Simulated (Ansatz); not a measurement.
Nb3Sn:
```xyz
4
Lattice="0.0000 3.3167 3.3167 3.3167 0.0000 3.3167 3.3167 3.3167 0.0000" Properties=species:S:1:pos:R:3 pbc="T T T"
Sn     0.0000     0.0000     0.0000
Nb     3.3167     3.3167     3.3167
Nb     1.6583     1.6583     1.6583
Nb     4.9750     4.9750     4.9750
```

Relaxed with PBEsol. Special points in fractions of this cell's reciprocal vectors: Γ (0.000, 0.000, 0.000); X (0.500, 0.000, 0.500); U (0.625, 0.250, 0.625); K (0.375, 0.375, 0.750); L (0.500, 0.500, 0.500); W (0.500, 0.250, 0.750).

Problem. List the band energies nearest the Fermi level at these points for PBEsol with spin–orbit coupling (plane waves, PAW; program Ansatz).

Solution. In eV from the Fermi level; about four levels below and three above (degenerate sets whole), none deeper than 8.9 eV; points with the same levels are listed once.

| k | below | above |
|---|---|---|
| Γ | -0.79 -0.79 -0.79 -0.79 | 1.62 1.62 2.33 2.33 2.33 2.33 |
| X | -1.41 -1.41 -1.40 -1.40 | 0.23 0.23 0.69 0.69 |
| U | -1.04 -1.04 -0.71 -0.71 | 0.20 0.20 0.26 0.26 |
| L | -0.72 -0.72 -0.69 -0.69 | 0.17 0.17 0.32 0.32 0.32 0.32 |
| W | -0.34 -0.34 -0.29 -0.29 | 0.36 0.36 1.18 1.18 |

Space group Fm-3m. The cell is a constructed one: a structure type filled with these elements; neither database checked (COD, Materials Project) lists it. It is not the phase usual at ambient conditions (space group No. 223). The cell was relaxed with PBEsol under the symmetry of its start. At this level the phase is mechanically unstable. No spin polarisation was allowed.

Potentials: the later of the program's two PAW sets.
